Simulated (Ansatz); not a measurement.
# KTaO$_{3}$: how strain makes field gradients

```xyz
5
Lattice="3.9883 0.0000 0.0000 0.0000 3.9883 0.0000 0.0000 0.0000 3.9883" Properties=species:S:1:pos:R:3 pbc="T T T"
K     1.9942    1.9942    1.9942
Ta    0.0000    0.0000    0.0000
O     1.9942    0.0000    0.0000
O     0.0000    1.9942    0.0000
O     0.0000    0.0000    1.9942
```

Atom numbers follow the list: K1, Ta2, O3, O4, O5.

The conventional cell has a = 3.988 Å, b = 3.988 Å, c = 3.988 Å, α = 90.00°, β = 90.00°, γ = 90.00°. Around K (atom 1) lie 12 O at 2.82 Å. Around Ta (atom 2) lie 6 O at 1.99 Å. O (atom 3) has 2 Ta at 1.99 Å as nearest neighbours.

The cell comes from COD entry 2102087, which wasn't checked; take it as a given geometry.

Level of theory: DFT, LDA, all-electron PAW with datasets made for the crystal, scalar-relativistic in Ansatz 0.2.0.

Sampling and basis: a Γ-centred 5×5×5 k mesh, Fermi–Dirac smearing of 0.01 eV, cutoff 540 eV (chosen by the program for this cell), no spin polarisation.

The strain is applied along the Cartesian axes of the cell as listed (the other components stay zero). Fractional coordinates are held (clamped ions).

The columns are Cartesian components of the electric field gradient at the nuclei, in 10²¹ V/m².

No spin–orbit coupling: at heavy atoms the gradients can be off by tens of per cent for that reason.

Only quantities that a quadratic follows smoothly over the whole series are listed; rougher ones are left out.

```csv
εzz,Vzz at K1,Vzz at Ta2,Vzz at O3
-0.0200,-0.20,-11.35,-1.15
-0.0100,-0.10,-5.51,-0.99
0.0000,0.00,0.00,-0.84
0.0200,0.21,10.13,-0.54
0.0300,0.33,14.78,-0.39
```

Question: Fit the series and give the gradient–strain slopes.

Answer: Least-squares fits y = p0 + p1 x + p2 x² to the rows give Vzz at K1: p1 = 10.3, p2 = 22; Vzz at Ta2: p1 = 537, p2 = -1500; Vzz at O3: p1 = 15.3, p2 = -11. The slopes p1 are in 10²¹ V/m² per unit strain, for clamped ions.

Question: One run, at εzz = 0.0100, is withheld. Predict its row.

Answer: The fits give 0.10, 5.22, -0.69; the run gave 0.10, 5.21, -0.69.
